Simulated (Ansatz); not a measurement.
Data:

CoSn in space group P6/mmm (No. 191; Co on 3f, Sn on 1a, Sn on 2d), a = b = 5.295 Å, c = 4.233 Å, α = β = 90.00°, γ = 120.00°.

This is the PBE-relaxed structure.

All from PBE in the plane-wave PAW code Ansatz, unless another level is named. Give the formation energy from the elements (no fitted shifts).

-0.087 eV/atom.

Next, the density of states at the Fermi level?

0.49 states/eV per atom (mean over ±0.08 eV).

The PBE relaxation kept the symmetry of its start. The workflow began spin-polarised and lost its moments. Axis ratios of metals converge slowly with the k-mesh, so a and c are less sure than the volume. The references are the lowest solids computed at this level, not always the standard phases. Scalar-relativistic: spin–orbit coupling is off unless named, which matters more the heavier the elements.

Potentials: the later of the program's two PAW sets.
